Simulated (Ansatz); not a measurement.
LaSiNi4: La vacancy

Computed with the plane-wave PAW code Ansatz (scalar-relativistic, PAW set soft_2): PBEsol, no spin polarisation, 420 eV cutoff, k-mesh 4×4×3 shifted by half a step.

The relaxed host crystal (no gap at this level of theory):

```
La Ni Si
1.0
     2.57993   -4.09272    0.00000
     2.57993    4.09272    0.00000
     0.00000    0.00000    3.93874
La Ni Si
1 4 1
Direct
  0.00000 0.00000 0.00000
  0.34116 0.65884 0.00000
  0.65884 0.34116 0.00000
  0.50000 0.00000 0.50000
  0.00000 0.50000 0.50000
  0.50000 0.50000 0.50000
```

Supercell of 24 atoms, rows of the matrix [[1,1,-1],[-1,-1,-1],[-1,1,0]] times the cell vectors; La vacancy at (0.000, 0.000, 0.000) in fractions of the cell above. Atoms are relaxed at the host's cell, from a start shaken by 0.05 Å near the defect. The cell loses 1 of its 4 La, so this is a heavily defective crystal.

Distances from the empty La site (Å), by shell of the perfect crystal:

```csv
shell,perfect crystal,"relaxed, charge 0"
2 Ni,2.79,2.62
4 Ni,2.89,2.73
```

```
charge  gap of the cell on the mesh (eV)
     0                              0.00
```

Formation energy of the neutral defect: 4.35 eV, taking atoms from and to the elements' standard states (no corrections for gases), so it belongs to those chemical potentials alone.

Caveats: a metal with Cr, Mn, Fe, Co or Ni was run without spin, and may be magnetic; small supercell, so energies and levels can be off by tenths of an eV; one random start near the defect, so other minima are possible.
